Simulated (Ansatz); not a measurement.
NaBi (L1₀ or tetragonal B2, space group No. 123) under volume change, the program Ansatz at the LDA level (PAW), shape and atoms relaxed at each volume.

```tsv
V (Å³/atom)	E − E(relaxed) (meV/atom)	P (GPa)
24.142	28.2	4.13
24.938	11.8	2.53
25.734	2.8	1.16
26.530	0.0	0.00
27.326	2.5	-0.98
28.122	9.5	-1.81
28.918	20.2	-2.51
```

Problem. What does a third-order Birch–Murnaghan fit give for V₀, B₀ and B′?

Solution. V₀ = 26.53 Å³/atom, B₀ = 35.4 GPa, B′ = 4.5.

Space group P4/mmm (L1₀ or tetragonal B2). The workflow started from a Materials Project entry (that database holds measured and hypothetical structures alike); the Crystallography Open Database copy checked does not list it. With Na and Bi taken as one species the cell has the higher symmetry Fm-3m, so it may be an ordered model of a mixed-site phase. Whether it is the stable phase at ambient conditions was not checked. The LDA relaxation kept the symmetry of its start; of distortions, only those at the zone centre were tested. Scalar-relativistic: spin–orbit coupling is off unless named, which matters more the heavier the elements.

Potentials: the later of the program's two PAW sets.
